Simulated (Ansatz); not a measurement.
# Fields on a plane of Te (trigonal-Te type, space group P3_121)

```xyz
3
Lattice="4.5182 0.0000 0.0000 -2.2591 3.9129 0.0000 0.0000 0.0000 5.9555" Properties=species:S:1:pos:R:3 pbc="T T T"
Te     1.2129     0.0000     1.9852
Te    -0.6064     1.0504     3.9704
Te     1.6527     2.8625     0.0000
```

The slice is a (1 -1 0 0) plane (indices of the conventional cell) through the point (0.268, 0.000, 0.333) (fractional), spanned by u = [110] and v = [001] in vectors of this cell: u (4.52 Å) and v (5.96 Å, at 90° to u). It covers one period; positions are fractions (u, v).

Atoms on it: Te at (0.00, 0.00).

Calculation: PBE (plane waves to 420 eV, PAW, scalar-relativistic; Ansatz, a quantum-chemistry and plane-wave program). k mesh 9×9×6. Near the nuclei the fields are pseudised (PAW); where an atom keeps semicore shells as valence, they peak there. Spin-orbit coupling is left out, though Te is heavy. Te was relaxed with its symmetry unable to fall.

```tsv
v \ u	0.00	0.13	0.27	0.40	0.53	0.67	0.80	0.93
0.90	x	x	-0.5	3.4	2.9	1.4	<-4.0	x
0.80	<-4.0	-1.1	2.8	2.0	-1.3	-1.4	-0.6	<-4.0
0.70	3.0	3.6	3.4	-0.1	<-4.0	<-4.0	-0.3	2.6
0.60	4.1	4.3	3.8	0.8	<-4.0	<-4.0	0.7	3.6
0.50	4.3	4.4	4.1	3.0	1.2	1.3	3.1	4.1
0.40	4.1	4.3	4.2	3.6	3.2	3.5	3.9	4.1
0.30	3.0	3.4	3.9	3.8	3.5	3.8	3.7	3.1
0.20	<-4.0	-1.8	2.6	3.9	4.0	3.7	1.4	-4.0
0.10	x	x	-1.2	3.8	4.2	2.6	<-4.0	x
0.00	x	x	<-4.0	3.6	4.0	1.4	x	x
```

Values: electrostatic potential energy of an electron, from the cell's mean, in eV. Points within 1 Å of a nucleus are blanked (x), as the pseudised field means little there. Values under -4 eV are set to -4. The zero, the cell's mean, hangs on the PAW cores.

| v \ u | 0.00 | 0.13 | 0.27 | 0.40 | 0.53 | 0.67 | 0.80 | 0.93 |
|---|---|---|---|---|---|---|---|---|
| 0.90 | 0.021 | 0.077 | 0.043 | 0.010 | 0.006 | 0.016 | 0.033 | 0.016 |
| 0.80 | 0.024 | 0.029 | 0.015 | 0.012 | 0.020 | 0.021 | 0.018 | 0.018 |
| 0.70 | 0.007 | 0.005 | 0.007 | 0.028 | 0.062 | 0.057 | 0.026 | 0.010 |
| 0.60 | 0.004 | 0.002 | 0.006 | 0.031 | 0.071 | 0.065 | 0.026 | 0.007 |
| 0.50 | 0.003 | 0.002 | 0.004 | 0.014 | 0.029 | 0.027 | 0.012 | 0.004 |
| 0.40 | 0.004 | 0.004 | 0.005 | 0.007 | 0.008 | 0.006 | 0.003 | 0.003 |
| 0.30 | 0.007 | 0.006 | 0.006 | 0.007 | 0.005 | 0.002 | 0.004 | 0.007 |
| 0.20 | 0.024 | 0.011 | 0.007 | 0.006 | 0.004 | 0.006 | 0.021 | 0.030 |
| 0.10 | 0.021 | 0.035 | 0.025 | 0.007 | 0.005 | 0.018 | 0.064 | 0.038 |
| 0.00 | 0.002 | 0.046 | 0.055 | 0.011 | 0.006 | 0.024 | 0.066 | 0.005 |

Values: density of the highest valence band (whole band, smooth part) in e/Å³.
